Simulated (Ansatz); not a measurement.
Bands of InF

```
In F
1.0
     0.00000    3.00449    3.00449
     3.00449    0.00000    3.00449
     3.00449    3.00449    0.00000
In F
1 1
Cartesian
  0.0000 0.0000 0.0000
  1.5022 1.5022 1.5022
```

Atoms are numbered in the order listed.

The cell was built from the zincblende type and relaxed in the same program, and has space group F-43m; it needn't be a known or the stable phase.

Spin–orbit coupling is left out, though it moves levels of the heavy atoms by tenths of an eV or more.

All numbers below come from DFT, PBE, all-electron LAPW, scalar-relativistic (Ansatz 0.2.0).

The runs use a Γ-centred 13×13×13 k mesh, Fermi–Dirac smearing of 0.05 eV, basis error target 0.5 meV/atom, no spin polarisation.

Points in fractions of the reciprocal vectors of this cell: Γ (0, 0, 0), X (-0.5, -0.5, 0), U (-0.375, -0.375, 0.25), K (-0.375, 0, 0.375), L (0, 0, 0.5), W (-0.5, -0.25, 0.25). The path joins them by straight lines in the order Γ–X–U–K–Γ–L–W–X; legs that retrace an earlier one aren't tabulated. Energies are in eV from the top of the valence band.

Q: Metal or insulator at this level of theory?

A: An insulator or semiconductor: gap 1.85 eV, direct at X (-0.5, -0.5, 0).

Q: Tabulate bands 12 to 16, counted from the lowest band of the run, along the path.

A: 
```
k (1/Å)  point  band 12  band 13  band 14  band 15  band 16
   0.00      Γ    -3.37    -3.37    -3.37     6.40     6.40
   0.26           -3.43    -3.43    -2.72     5.45     6.22
   0.52           -3.56    -3.56    -1.73     3.96     5.89
   0.78           -3.69    -3.69    -0.67     2.60     5.67
   1.05      X    -3.74    -3.74     0.00     1.85     5.60
   1.14           -3.76    -3.74     0.00     1.89     5.36
   1.23           -3.81    -3.72    -0.01     2.03     4.89
   1.32           -3.87    -3.70    -0.03     2.25     4.39
   1.42      U    -3.91    -3.67    -0.10     2.52     3.96
   1.58           -3.91    -3.68    -0.14     2.72     3.86
   1.74           -3.89    -3.71    -0.16     2.83     3.88
   1.90           -3.91    -3.68    -0.14     2.72     3.86
   2.06      K    -3.91    -3.67    -0.10     2.52     3.96
   2.33           -3.86    -3.55    -0.66     3.09     3.92
   2.61           -3.63    -3.45    -1.67     3.76     5.15
   2.89           -3.44    -3.39    -2.69     5.21     6.12
   3.16      Γ    -3.37    -3.37    -3.37     6.40     6.40
   3.39           -3.39    -3.39    -2.87     5.44     6.39
   3.62           -3.44    -3.44    -2.12     3.93     6.33
   3.84           -3.49    -3.49    -1.38     2.69     6.25
   4.07      L    -3.51    -3.51    -1.02     2.15     6.21
   4.26           -3.61    -3.53    -0.86     2.25     5.57
   4.44           -3.79    -3.60    -0.51     2.54     4.53
   4.62           -3.89    -3.71    -0.16     2.83     3.88
   4.81      W    -3.85    -3.81    -0.01     2.84     3.90
   4.94           -3.83    -3.80    -0.01     2.59     4.24
   5.07           -3.80    -3.77     0.00     2.21     4.83
   5.20           -3.76    -3.75     0.00     1.94     5.37
   5.33      X    -3.74    -3.74     0.00     1.85     5.60
```

Kohn–Sham gaps of semilocal functionals usually fall short of measured ones.
